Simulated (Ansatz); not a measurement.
CoW:
```xyz
4
Lattice="1.3416 -4.8207 0.0000 1.3416 4.8207 0.0000 0.0000 0.0000 4.0878" Properties=species:S:1:pos:R:3 pbc="T T T"
W      1.3416    -1.5167     1.0220
Co     1.3416    -4.1138     1.0220
W      1.3416     1.5167     3.0659
Co     1.3416     4.1138     3.0659
```

Relaxed with PBE. Special points in fractions of this cell's reciprocal vectors: Γ (0.000, 0.000, 0.000); Y (-0.500, 0.500, 0.000); C0 (-0.269, 0.731, 0.000); Σ0 (0.269, 0.269, 0.000); Z (0.000, 0.000, 0.500); A0 (0.269, 0.269, 0.500); E0 (-0.269, 0.731, 0.500); T (-0.500, 0.500, 0.500); S (0.000, 0.500, 0.000); R (0.000, 0.500, 0.500).

**Question.** List the band energies nearest the Fermi level at these points for PBE (plane waves, PAW; program Ansatz).

**Answer.** In eV from the Fermi level; about four levels below and three above (degenerate sets whole), none deeper than 8.9 eV; points with the same levels are listed once.

| k | below | above |
|---|---|---|
| Γ | -0.84 -0.73 -0.51 -0.41 | 1.27 2.27 2.57 |
| Y | -0.86 -0.85 -0.70 -0.62 | 1.55 2.78 2.96 |
| C0 | -1.55 -1.26 -1.05 -0.47 | 0.14 0.82 1.05 |
| Z | -1.34 -1.34 -0.70 -0.70 | 0.22 0.22 0.97 0.97 |
| A0 | -0.11 -0.11 -0.05 -0.05 | 1.41 1.41 2.76 2.76 |
| T | -0.75 -0.75 -0.72 -0.72 | 1.43 1.43 2.52 2.52 |
| S | -1.56 -1.55 -0.62 -0.54 | 0.02 0.90 1.09 |
| R | -0.28 -0.28 -0.16 -0.16 | 0.82 0.82 2.84 2.84 |

Space group Cmcm. The start of the workflow was typed in or built on a structure type; neither database checked (COD, Materials Project) lists it. Whether it is the stable phase at ambient conditions was not checked. The PBE relaxation kept the symmetry of its start; its stability against distortions is not shown here. The workflow began spin-polarised and lost its moments. Spin–orbit coupling is left out wherever it is not named.

Potentials: the later of the program's two PAW sets.
